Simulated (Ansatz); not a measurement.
## Phonon dispersion of Ti3SiPd2

Computed with Ansatz, DFT PBE, scalar-relativistic, plane waves, PAW. Cutoff 420 eV, 12×12×4 k-points (Γ-centred), Gaussian smearing of 0.10 eV. No spin polarisation. Phonons by linear response, acoustic sum rule imposed.

Relaxed structure:
```yaml
crystal:
  lattice:
    - [2.82188, 0.00000, 0.00000]
    - [0.00000, 2.82188, 0.00000]
    - [0.00000, 0.00000, 11.44822]
  atoms:
    - { symbol: Ti, position: [0.50000, 0.50000, 0.15719] }
    - { symbol: Ti, position: [0.50000, 0.50000, 0.50000] }
    - { symbol: Ti, position: [0.50000, 0.50000, 0.84281] }
    - { symbol: Si, position: [0.00000, 0.00000, 0.00000] }
    - { symbol: Pd, position: [0.00000, 0.00000, 0.33277] }
    - { symbol: Pd, position: [0.00000, 0.00000, 0.66723] }
```

It was reached by relaxing an invented guess, and it needn't be the stable form of this composition. In a metal, frequencies and elastic constants depend on the k mesh and the smearing, soft modes and shear constants most.

Force constants from linear response on a 4×4×1 q mesh.

(1) Is the structure dynamically stable on this mesh?

(2) Give the frequencies (cm⁻¹; i marks imaginary ones) at the irreducible q points, in fractions of the reciprocal vectors.

Results:

(1) Yes, on this mesh: no mode is imaginary.

(2)
```tsv
q	star	frequencies
0.000 0.000 0.000	1	0 0 0 75 75 96 96 121 152 152 160 163 163 230 237 245 245 352
0.000 0.250 0.000	4	58 77 84 85 106 111 137 143 145 157 158 201 204 218 222 236 281 353
0.000 -0.500 0.000	2	87 96 96 100 105 109 115 128 160 192 207 230 231 233 271 285 289 370
0.250 0.250 0.000	4	89 94 123 130 134 136 141 147 163 184 201 201 208 209 245 267 281 353
0.250 -0.500 0.000	4	99 105 111 144 146 147 156 186 189 207 207 217 251 254 278 290 299 362
-0.500 -0.500 0.000	1	86 95 157 184 184 187 187 189 193 193 268 278 278 281 281 298 298 353
```
